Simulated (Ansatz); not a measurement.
**MnBeGe, a known structure type with other elements, at an estimated volume**

```yaml
crystal:
  lattice:
    - [6.14650, 0.00000, 0.00000]
    - [-3.07325, 5.32302, 0.00000]
    - [0.00000, 0.00000, 3.41253]
  atoms:
    - { symbol: Be, position: [0.58200, 0.00000, 0.50000] }
    - { symbol: Be, position: [0.41800, 0.41800, 0.50000] }
    - { symbol: Be, position: [0.00000, 0.58200, 0.50000] }
    - { symbol: Mn, position: [0.25200, 0.00000, 0.00000] }
    - { symbol: Mn, position: [0.74800, 0.74800, 0.00000] }
    - { symbol: Mn, position: [0.00000, 0.25200, 0.00000] }
    - { symbol: Ge, position: [0.33330, 0.66670, 0.00000] }
    - { symbol: Ge, position: [0.66670, 0.33330, 0.00000] }
    - { symbol: Ge, position: [0.00000, 0.00000, 0.50000] }
```

Single point in Ansatz 0.2.0 with r2SCAN, no spin polarisation. Cutoff 500 eV, PAW datasets, 5×5×8 Γ-centred k mesh, methfessel-paxton filling (width 0.0218 eV).

Task: What do density and ELF say about some of the short contacts?

Result: Mn–Ge at 2.30 Å: least valence density 0.52 e/Å³ and ELF 0.39 there. Mn–Mn at 2.68 Å: least valence density 0.31 e/Å³ and ELF 0.36 there. Be–Ge at 2.51 Å is left out, since its least density falls inside a PAW sphere. Be–Mn at 2.65 Å is left out, since its least density falls inside a PAW sphere. Both are smooth PAW fields, read partly inside the augmentation spheres.

Task: What happens at the Fermi level?

Result: It is a metal, with about 10 states/eV a cell as the mean within 0.25 eV of the Fermi level, mostly Mn d (88 %).

Task: Which element gives electrons and which takes them?

Result: Bader charges in e: Mn +0.05, Be +1.34, Ge -1.48 to -1.21. In the mean Be gives up most and Ge takes most.

Task: Is the cell too large or too small?

Result: The pressure is -2.2 GPa (compression positive), so with the atoms held at these fractions the cell would first shrink; the forces are large, so a full relaxation may end otherwise. The principal stresses -6.0, -0.3, -0.3 GPa differ, so its shape would change too.

Origin: a known structure type with other elements, at an estimated volume, so it need not be a known compound. Caveats: no spin polarisation, so a magnetic state may lie lower; atoms or cell far from equilibrium.
